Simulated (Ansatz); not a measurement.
Ba₃PbO:
```
CELL_PARAMETERS angstrom
      5.48929     0.00000     0.00000
      0.00000     5.48929     0.00000
      0.00000     0.00000     5.48929
ATOMIC_POSITIONS crystal
  Pb 0.00000 0.00000 0.00000
  Ba 0.00000 0.50000 0.50000
  Ba 0.50000 0.00000 0.50000
  Ba 0.50000 0.50000 0.00000
  O  0.50000 0.50000 0.50000
```

Relaxed with r²SCAN. Special points in fractions of this cell's reciprocal vectors: Γ (0.000, 0.000, 0.000); X (0.000, 0.500, 0.000); M (0.500, 0.500, 0.000); R (0.500, 0.500, 0.500).

**Question.** List the band energies nearest the Fermi level at these points for r²SCAN (plane waves, PAW; program Ansatz).

**Answer.** In eV from the Fermi level; about four levels below and three above (degenerate sets whole), none deeper than 8.9 eV; points with the same levels are listed once.

```tsv
k	below	above
Γ	-3.18 -3.18 -3.18 -0.10 -0.10	0.18 0.18 0.18
X	-3.27 -3.27 -2.33 -0.81 -0.81	0.57 1.28 2.19
M	-3.37 -1.46 -1.46 -1.35	1.81 1.81 2.25 2.25
R	-4.67 -4.67 -4.67 -0.39 -0.39 -0.39	1.05 1.05 1.05
```

Space group Pm-3m (anti-perovskite). The workflow started from an entry of the Crystallography Open Database (COD). Its standing as an ambient phase is unchecked. Symmetry was held in the r²SCAN relaxation; whether a distortion lowers the energy is not shown. A small band overlap can be real or an error of a semilocal functional. The Fermi level of a semimetal is unsure by some 0.05 eV on such meshes. Spin–orbit coupling is left out wherever it is not named.

Potentials: the later of the program's two PAW sets.
